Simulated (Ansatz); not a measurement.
ZrSiO:
Space group P4/nmm, origin choice 1 (No. 129); a = b = 3.251 Å, c = 7.215 Å, α = β = γ = 90.00°

```csv
atom,site,symmetry,x,y,z
Zr,2c,4mm,0.5000,0.0000,0.3108
Si,2a,-4m2,0.0000,0.0000,0.0000
O,2c,4mm,0.0000,0.5000,0.3883
```

Relaxed at zero pressure with the program Ansatz at the LDA level (PAW).

**Question.** The volume is raised by 6 % and shape and atoms relax at that volume. What pressure results, and how do the axes share the change?

**Answer.** -10.0 GPa; a 2.1 %, b 2.1 %, c 1.7 %; the energy rises by 25 meV/atom.

**Question.** Give the new structure.

**Answer.** 
Space group P4/nmm, origin choice 1 (No. 129); a = b = 3.3189 Å, c = 7.3373 Å, α = β = γ = 90.00°

```csv
atom,site,symmetry,x,y,z
Zr,2c,4mm,0.5000,0.0000,0.3117
Si,2a,-4m2,0.0000,0.0000,0.0000
O,2c,4mm,0.0000,0.5000,0.3910
```

The phase is kept; no other phase was compared at this pressure.

The first step of the workflow began from a Materials Project structure, measured or hypothetical; the Crystallography Open Database copy checked does not list it. Its standing as an ambient phase is unchecked. The cell was relaxed with LDA under the symmetry of its start; of distortions, only those at the zone centre were tested. The run is not spin-polarised.

Potentials: the later of the program's two PAW sets.
